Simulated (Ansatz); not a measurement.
# SiC2N4: do energies and stresses tell the same story?

Level of theory: Ansatz 0.2.0, DFT r2SCAN, scalar-relativistic, plane waves, PAW.

Plane waves to 500 eV, a k mesh through Γ of 4×4×4 on the computed 14-atom cell and Gaussian smearing (0.02 eV); no spin polarisation.

Relaxed cell: Pn-3m, a = 6.641 Å, b = 6.641 Å, c = 6.641 Å, α = 90.00°, β = 90.00°, γ = 90.00°, 14 atoms in the primitive cell. Whether it is the stable form of this composition wasn't checked.

Energies at zero smearing and pressures from the stress tensor, at volumes with shape and atoms relaxed:
| V (Å³/atom) | E − E(first) (meV/atom) | P (GPa) |
| --- | --- | --- |
| 18.412 | 0.00 | 18.23 |
| 19.040 | -60.16 | 12.62 |
| 19.668 | -99.89 | 7.78 |
| 20.295 | -121.99 | 3.61 |
| 20.923 | -128.89 | 0.00 |
| 21.551 | -122.65 | -3.11 |
| 22.178 | -105.10 | -5.78 |
| 23.015 | -66.80 | -8.78 |

Question: Check P = −dE/dV between neighbouring volumes, and get the bulk modulus from the pressures alone.

Answer: With 1 eV/Å³ = 160.2 GPa:
```
middle V (Å³/atom)  −ΔE/ΔV (GPa) mean P (GPa)
            18.726        15.355        15.426
            19.354        10.143        10.203
            19.981         5.642         5.695
            20.609         1.759         1.804
            21.237        -1.593        -1.553
            21.864        -4.479        -4.446
            22.597        -7.333        -7.281
```

The two differ by 0.07 GPa at most. The mean of two end pressures misses the average over a step by about ΔV² P″/12, up to 0.07 GPa here; with that taken off 0.00 GPa remains. Around V = 20.923 Å³/atom, the two neighbours give B = −V ΔP/ΔV = 20.923 × 6.71 / 1.255 = 111.9 GPa, against B0 = 111.3 GPa from the Birch–Murnaghan fit of the energies.

Cost: 9 runs of about 24 core-minutes in all, on Intel Xeon Processor @ 2.50GHz (Skylake/Cascade Lake) (shared hosts).